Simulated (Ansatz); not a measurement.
Al: energy along a strain

Al, Fm-3m, a = 4.048 Å (as given, not relaxed at this level: -1.9 GPa). Ansatz: PBEsol, PAW, 420 eV, Γ-centred 20×20×20 mesh on 1 atom, Gaussian smearing 0.15 eV; no spin polarisation. Cell vectors (Å): 0.000 2.024 2.024; 2.024 0.000 2.024; 2.024 2.024 0.000. The cell is strained by x per cent times the pattern (0 1 0 0 0 0) in the order xx yy zz yz xz xy (engineering shears), with fractional coordinates held. y is the free energy over the start, V0 = 16.582 Å³/atom.

| x (%) | y (meV/atom) |
| --- | --- |
| -2.00 | ? |
| -1.50 | -2.04 |
| -1.00 | -1.59 |
| -0.50 | -0.90 |
| 0.00 | 0.00 |
| 0.50 | 1.09 |
| 1.00 | 2.38 |
| 1.50 | 3.93 |
| 1.75 | 4.81 |
| 2.00 | 5.77 |

Question: Fit y = c1 x + c2 x² + c3 x³ to the other rows, get the stiffness along the pattern, and predict the missing energy.

Answer: Least squares on the rows shown. y = 1.956 x + 0.4194 x² + 0.02040 x³. The clamped-ion stiffness p·C·p = 2 × 4.194 eV × 160.2 / 16.582 Å³ = 81 GPa, which is C22 in these axes (C11 of the cubic crystal) (second derivative at the start, which stands under stress). With a term in x⁴ added, the coefficient of x² becomes 0.3822, 9 % less, which shows how far this figure hangs on the form. At x = -2.00 the fit asked for gives -2.40 meV/atom. The run gave -2.22 meV/atom, so the fit is 0.18 meV/atom too low, 2.3 % of the span of the series, against an rms of 0.02 meV/atom on the fitted rows. The row lies outside the fitted range. With a term in x⁴ added, a fit to the same known rows predicts -2.19 meV/atom, so most of the miss is curvature that the known rows already hold.